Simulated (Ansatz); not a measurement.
Input file for Ansatz (a program for electronic structure):

Ansatz 0.2 input:
```yaml
crystal:
  lattice:
    - [4.0412673454, 0.0, 0.0]
    - [0.0, 4.0412673454, 0.0]
    - [0.0, 0.0, 4.0412673454]
  atoms:
    - { symbol: Sn, position: [0.0, 0.0, 0.0] }
    - { symbol: Ru, position: [0.0, 0.5, 0.5] }
    - { symbol: Ru, position: [0.5, 0.0, 0.5] }
    - { symbol: Ru, position: [0.5, 0.5, 0.0] }
    - { symbol: N, position: [0.5, 0.5, 0.5] }
kpoints:
  mp_grid: { grid: [8, 8, 8] }
  band_path:
    path:
      - [[0.0, 0.0, 0.0], [0.0, 0.5, 0.0], [0.5, 0.5, 0.0], [0.0, 0.0, 0.0], [0.5, 0.5, 0.5], [0.0, 0.5, 0.0]]  # Γ-X-M-Γ-R-X
      - [[0.5, 0.5, 0.5], [0.5, 0.5, 0.0]]  # R-M
    npoints: 12
basis: { xc_grid: 2 }
hamiltonian:
  xc: pbesol
  pseudopotentials: { azcp: { folder: ./paw }, kind: paw_fr }
magnetization: { noncollinear: true, spin_orbit: true }
scf:
  n_extra_bands: 13
  convergence: { dr2_threshold: 0.0000000001 }
  occupations: { method: gaussian, width: 0.05 }
output: { eigenvalues: true }
```

Output (shortened):

```
Pseudopotentials: kind: paw_fr
Pseudopotential: Sn, paw, valence charge 14
Pseudopotential: Ru, paw, valence charge 16
Pseudopotential: N, paw, valence charge 5
Functional definition: PBEsol
non-collinear run that drives no moment, with spin-orbit …
Crystal: 5 atoms, lattice volume = 66.001 Å³
Basis set: ecut = 420 eV, 1309 PW (Γ), exchange–correlation on 60×60×60 points (8 copies of the dense FFT grid, shifted against one another)
Bands: 80, of which v1, the nominal top of the filled ones, is band 67 counted from 1 (66 counted from 0)
Symmetry: 48 space group operations + 48 with time reversal
k-points: 35 of 512
Projection manifold: j_resolved (fully-relativistic pseudo-atomic orbitals)
PAW frozen core: Sn, regenerated for the run's functional, and the local potential with it
PAW frozen core: Ru, regenerated for the run's functional, and the local potential with it
PAW frozen core: N, regenerated for the run's functional, and the local potential with it
Initial density: superposition of atomic densities (chi_scale 0.1, normalization cell, long waves kept (reshape's long-wave potential 0.02 eV rms))
Initial wavefunctions: pseudopotential atomic-orbital guess
Eigensolver: davidson
Functional: x = pbesol(κ = 0.804, μ = 0.12345679012345678), c = pbesol(β = 0.046)
SCF iter   1: F=—  HF=-23786.646809 eV  |F-HF|=—  |Δ(HF+E_count)|=         —  Δρ=1.08e-1  dr2=9.47e0  dr2_m=0.00e0 (ungated)  ethr=3.10e-3  |M|=0.00e0 ∫|m|=0.00e0 μB  |m|>n=0.0e0 m-floor=0.0e0 τ_xc=0.0e0  β_m=0.30  ⟨swp⟩=6.8  Hψ=6198  notcnv=0  defer=2
all-band conjugate gradients solve this SCF's bands
preconditioner: auto → Kerker (q_TF=auto, 2.735 Å⁻¹)
spin=Noncollinear: Kerker preconditioning applied to the charge; magnetization (m_x, m_y, m_z) channels mix plain (no charge-response kernel on spin).
SCF iter   2: F=—  HF=-23785.073003 eV  |F-HF|=—  |Δ(HF+E_count)|=    1.57e0  Δρ=5.99e-2  dr2=2.93e0  dr2_m=0.00e0 (ungated)  ethr=3.10e-3  |M|=0.00e0 ∫|m|=0.00e0 μB  |m|>n=0.0e0 m-floor=0.0e0 τ_xc=0.0e0  β_m=0.46  ⟨swp⟩=2.0  Hψ=2053  notcnv=0  defer=198
SCF iter   3: F=—  HF=-23784.377054 eV  |F-HF|=—  |Δ(HF+E_count)|=   6.96e-1  Δρ=1.55e-2  dr2=1.66e-1  dr2_m=0.00e0 (ungated)  ethr=3.10e-3  |M|=0.00e0 ∫|m|=0.00e0 μB  |m|>n=0.0e0 m-floor=0.0e0 τ_xc=0.0e0  β_m=0.62  ⟨swp⟩=2.1  Hψ=1878  notcnv=0  defer=198
SCF iter   4: F=—  HF=-23784.351692 eV  |F-HF|=—  |Δ(HF+E_count)|=   2.54e-2  Δρ=4.64e-3  dr2=1.16e-2  dr2_m=0.00e0 (ungated)  ethr=2.47e-4  |M|=0.00e0 ∫|m|=0.00e0 μB  |m|>n=0.0e0 m-floor=0.0e0 τ_xc=0.0e0  β_m=0.78  ⟨swp⟩=3.2  Hψ=2765  notcnv=0  defer=194
SCF iter   5: F=—  HF=-23784.349316 eV  |F-HF|=—  |Δ(HF+E_count)|=   2.38e-3  Δρ=1.21e-3  dr2=1.36e-3  dr2_m=0.00e0 (ungated)  ethr=1.73e-5  |M|=0.00e0 ∫|m|=0.00e0 μB  |m|>n=0.0e0 m-floor=0.0e0 τ_xc=0.0e0  β_m=0.88  ⟨swp⟩=2.0  Hψ=1848  notcnv=0  defer=194
SCF iter   6: F=—  HF=-23784.349001 eV  |F-HF|=—  |Δ(HF+E_count)|=   3.14e-4  Δρ=4.56e-4  dr2=1.17e-4  dr2_m=0.00e0 (ungated)  ethr=2.03e-6  |M|=0.00e0 ∫|m|=0.00e0 μB  |m|>n=0.0e0 m-floor=0.0e0 τ_xc=0.0e0  β_m=0.94  ⟨swp⟩=2.0  Hψ=1832  notcnv=0  defer=194
SCF iter   7: F=—  HF=-23784.348981 eV  |F-HF|=—  |Δ(HF+E_count)|=   2.04e-5  Δρ=6.40e-5  dr2=2.90e-6  dr2_m=0.00e0 (ungated)  ethr=1.74e-7  |M|=0.00e0 ∫|m|=0.00e0 μB  |m|>n=0.0e0 m-floor=0.0e0 τ_xc=0.0e0  β_m=0.97  ⟨swp⟩=2.0  Hψ=1831  notcnv=0  defer=194
SCF iter   8: F=—  HF=-23784.348976 eV  |F-HF|=—  |Δ(HF+E_count)|=   5.06e-6  Δρ=1.58e-5  dr2=1.21e-7  dr2_m=0.00e0 (ungated)  ethr=4.32e-9  |M|=0.00e0 ∫|m|=0.00e0 μB  |m|>n=0.0e0 m-floor=0.0e0 τ_xc=0.0e0  β_m=0.97  ⟨swp⟩=2.0  Hψ=2045  notcnv=0  defer=194
SCF iter  11: F=-23784.348976 eV  HF=-23784.348976 eV  |F-HF|=1.46e-11  |Δ(HF+E_count)|=  7.28e-11  Δρ=1.71e-7  dr2=1.27e-11  dr2_m=0.00e0 (ungated)  ethr=1.00e-12  |M|=0.00e0 ∫|m|=0.00e0 μB  |m|>n=0.0e0 m-floor=0.0e0 τ_xc=0.0e0  ⟨swp⟩=9.1  Hψ=3945  notcnv=0
SCF 1 converged in 11 iterations: F = -23784.348976 eV  dr2 = 1.27e-11
NSCF: frozen V_eff on 74 k-points
SCF converged after 11 iterations
Magnetization: |M| = 0.0000 μB,  M = (+0.0000, +0.0000, +0.0000) μB
Absolute magnetization: 0.0000 μB (∫|m|)
  site 0: m = (+0.0000, +0.0000, +0.0000) μB, |m| = 0.0000 μB  (R = 1.18 Å)
  site 1: m = (+0.0000, +0.0000, +0.0000) μB, |m| = 0.0000 μB  (R = 0.83 Å)
  site 2: m = (+0.0000, +0.0000, +0.0000) μB, |m| = 0.0000 μB  (R = 0.83 Å)
  site 3: m = (+0.0000, +0.0000, +0.0000) μB, |m| = 0.0000 μB  (R = 0.83 Å)
  site 4: m = (+0.0000, +0.0000, +0.0000) μB, |m| = 0.0000 μB  (R = 0.83 Å)
Free energy (F): -23784.348976 eV
Harris-Foulkes:  -23784.348976 eV  (|F-HF|=1.46e-11)
Internal energy: -23784.344712 eV  (E = F + TS)
E sigma→0 (E₀):  -23784.346844 eV
Entropy (-TS):   -0.004264 eV (-0.853 meV/atom)
Fermi energy:    20.731633 eV
--- Per-component energies (eV) ---
  E_band       = -210.190837
  E_kinetic    = 1689.661196
  E_local      = -5073.379920  (includes V_loc(G=0)·N_el)
  E_nonlocal   = 1436.948596
  E_hartree    = 1876.717340
  E_xc         = -691.510751
  E_vxc        = -800.049537  (∫ρ·V_xc dr)
  E_paw        = -14753.670621  (= ΣΔE_a)
  E_vpaw       = -1216.808952  (= ΣTr[D̂ρ^β])
  E_aug_tail   = 0.003161  (compensation charges beyond the density's cutoff)
  E_ewald      = -8270.194016
  E_core_change = 1.080303  (= ΣΔE_core)
  E_smearing   = -0.004264  (= −TS)
  E_closure    = 0.000000  (closes the sum)
  Σ components = -23784.348976   (vs F -23784.348976, Δ=0.00e0)
  [band-id]    e_kinetic+e_local+e_nonlocal+2·e_hartree+e_vxc+e_vpaw+e_augmentation_tail = -210.190775   (vs E_band -210.190837, Δ=6.13e-5)
--- Band table (eV; the first three rows and the last of 35) ---
  k-point 0: bands = ["-52.2826", "-52.2826", "-52.1928", "-52.1928", "-52.1928", "-52.1928", "-24.7763", "-24.7763", "-24.7763", "-24.7763", "-24.5302", "-24.5302", "-21.7114", "-21.7114", "-21.4001", "-21.4001", "-21.4001", "-21.4001", "-21.0096", "-21.0096", "-21.0096", "-21.0096", "-21.0083", "-21.0083", "-1.7964", "-1.7964", "-1.7964", "-1.7964", "-0.7654", "-0.7654", "-0.7654", "-0.7654", "-0.7642", "-0.7642", "2.2290", "2.2290", "9.9845", "9.9845", "15.2401", "15.2401", "15.2401", "15.2401", "15.3724", "15.3724", "15.5846", "15.5846", "15.5846", "15.5846", "15.5958", "15.5958", "16.2116", "16.2116", "16.2116", "16.2116", "19.1829", "19.1829", "19.1829", "19.1829", "19.3260", "19.3260", "19.5340", "19.5340", "19.5340", "19.5340", "20.3353", "20.3353", "20.9477", "20.9477", "20.9477", "20.9477", "21.3817", "21.3817", "21.4890", "21.4890", "21.5391", "21.5391", "21.5391", "21.5391", "23.2804", "23.2804"]
  k-point 1: bands = ["-52.2795", "-52.2795", "-52.1959", "-52.1959", "-52.1928", "-52.1928", "-24.7761", "-24.7761", "-24.7683", "-24.7683", "-24.5388", "-24.5388", "-21.7003", "-21.7003", "-21.4078", "-21.4078", "-21.3961", "-21.3961", "-21.0168", "-21.0168", "-21.0143", "-21.0143", "-21.0092", "-21.0092", "-1.7951", "-1.7951", "-1.7932", "-1.7932", "-0.7639", "-0.7639", "-0.7624", "-0.7624", "-0.7608", "-0.7608", "2.3271", "2.3271", "10.1191", "10.1191", "14.6626", "14.6626", "14.9433", "14.9433", "15.0185", "15.0185", "15.6245", "15.6245", "15.8568", "15.8568", "15.8650", "15.8650", "16.0805", "16.0805", "16.3557", "16.3557", "18.8471", "18.8471", "19.0238", "19.0238", "19.1843", "19.1843", "19.2436", "19.2436", "19.5251", "19.5251", "20.8273", "20.8273", "21.0710", "21.0710", "21.1512", "21.1512", "21.3250", "21.3250", "21.4563", "21.4563", "21.6868", "21.6868", "21.7877", "21.7877", "23.5292", "23.5292"]
  k-point 2: bands = ["-52.2711", "-52.2711", "-52.2042", "-52.2042", "-52.1928", "-52.1928", "-24.7756", "-24.7756", "-24.7459", "-24.7459", "-24.5625", "-24.5625", "-21.6696", "-21.6696", "-21.4302", "-21.4302", "-21.3861", "-21.3861", "-21.0342", "-21.0342", "-21.0271", "-21.0271", "-21.0103", "-21.0103", "-1.7918", "-1.7918", "-1.7854", "-1.7854", "-0.7609", "-0.7609", "-0.7575", "-0.7575", "-0.7499", "-0.7499", "2.5793", "2.5793", "10.4848", "10.4848", "13.5526", "13.5526", "14.5934", "14.5934", "14.6616", "14.6616", "15.4927", "15.4927", "15.7180", "15.7180", "16.0566", "16.0566", "16.0748", "16.0748", "16.7615", "16.7615", "18.4879", "18.4879", "18.8452", "18.8452", "18.8493", "18.8493", "18.9916", "18.9916", "19.5047", "19.5047", "20.8147", "20.8147", "20.8470", "20.8470", "20.9811", "20.9811", "21.4767", "21.4767", "21.7521", "21.7521", "22.6373", "22.6373", "22.8668", "22.8668", "23.6885", "23.6885"]
  k-point 34: bands = ["-52.2223", "-52.2223", "-52.2223", "-52.2223", "-52.2223", "-52.2223", "-24.7986", "-24.7986", "-24.6665", "-24.6665", "-24.6665", "-24.6665", "-21.6523", "-21.6523", "-21.3976", "-21.3976", "-21.3976", "-21.3976", "-21.2409", "-21.2409", "-20.9286", "-20.9286", "-20.9286", "-20.9286", "-1.7842", "-1.7842", "-1.7842", "-1.7842", "-0.7757", "-0.7757", "-0.7356", "-0.7356", "-0.7356", "-0.7356", "4.6368", "4.6368", "11.1669", "11.1669", "11.1669", "11.1669", "11.2105", "11.2105", "11.5646", "11.5646", "17.3745", "17.3745", "17.4042", "17.4042", "17.5689", "17.5689", "17.5689", "17.5689", "17.5695", "17.5695", "17.5695", "17.5695", "17.7544", "17.7544", "17.7544", "17.7544", "17.8989", "17.8989", "19.8824", "19.8824", "19.8824", "19.8824", "21.1538", "21.1538", "21.2860", "21.2860", "21.2860", "21.2860", "22.1573", "22.1573", "23.5398", "23.5398", "23.5398", "23.5398", "23.6634", "23.6634"]
  band table: 80 of 80 bands, residual norms ≤ 1.0e-3 eV
```

Cost: about 60 core-seconds (a rough figure) on shared cores.

Space group Pm-3m (anti-perovskite). The start of the workflow was typed in or built on a structure type; neither database checked (COD, Materials Project) lists it. Its standing as an ambient phase is unchecked. The cell was relaxed with PBEsol under the symmetry of its start; whether a distortion lowers the energy is not shown. No spin polarisation was allowed.

Potentials: the earlier of the program's two PAW sets. The files were generated under PBE; for other functionals the program regenerates the frozen cores, and for LDA and PBEsol the local potential too.

Ansatz is a plane-wave DFT program.
